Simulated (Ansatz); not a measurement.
The end point of a relaxation of AlN. These are PBEsol (plane waves to 420 eV, PAW, scalar-relativistic; Ansatz, a quantum-chemistry and plane-wave program) values and carry that method's errors.

```cif
data_AlN
_chemical_formula_sum 'N1 Al1'
_space_group_name_H-M_alt 'P 1'
_space_group_IT_number 1
_cell_length_a 2.85990
_cell_length_b 2.85990
_cell_length_c 2.85990
_cell_angle_alpha 60.000
_cell_angle_beta 60.000
_cell_angle_gamma 60.000
loop_
_space_group_symop_operation_xyz
  'x, y, z'
loop_
_atom_site_label
_atom_site_type_symbol
_atom_site_fract_x
_atom_site_fract_y
_atom_site_fract_z
_atom_site_occupancy
N1 N 0.00000 0.00000 0.00000 1
Al1 Al 0.50000 0.50000 0.50000 1
```

Find the space group and the Wyckoff positions (tolerance 0.01 Å).

Space group Fm-3m (No. 225); a = b = c = 4.0445 Å, α = β = γ = 90.00°

```json
[
 {"atom": "N", "site": "4a", "symmetry": "m-3m", "x": "0.0000", "y": "0.0000", "z": "0.0000"},
 {"atom": "Al", "site": "4b", "symmetry": "m-3m", "x": "0.5000", "y": "0.5000", "z": "0.5000"}
]
```

This is the rock salt type.

Give the shortest distances between elements (the closest pairs, up to four, under 3.6 Å).

Al–N 2.02 Å; N–N 2.86 Å; Al–Al 2.86 Å.

| Item | Result |
|---|---|
| Volume per atom | 8.27 Å³ |
| Band gap | 4.55 eV, indirect (valence top at Γ, conduction bottom at X) (no spin-orbit coupling) |
| Smallest direct gap | 5.64 eV at Γ |

No spin polarisation in the result.

The run could not lose the symmetry of its start.

All atoms sit on sites fixed by symmetry, so only the cell could relax.

The relaxed structure has the type that AlN is known to take under pressure; here it was relaxed at zero pressure, from a generated start.
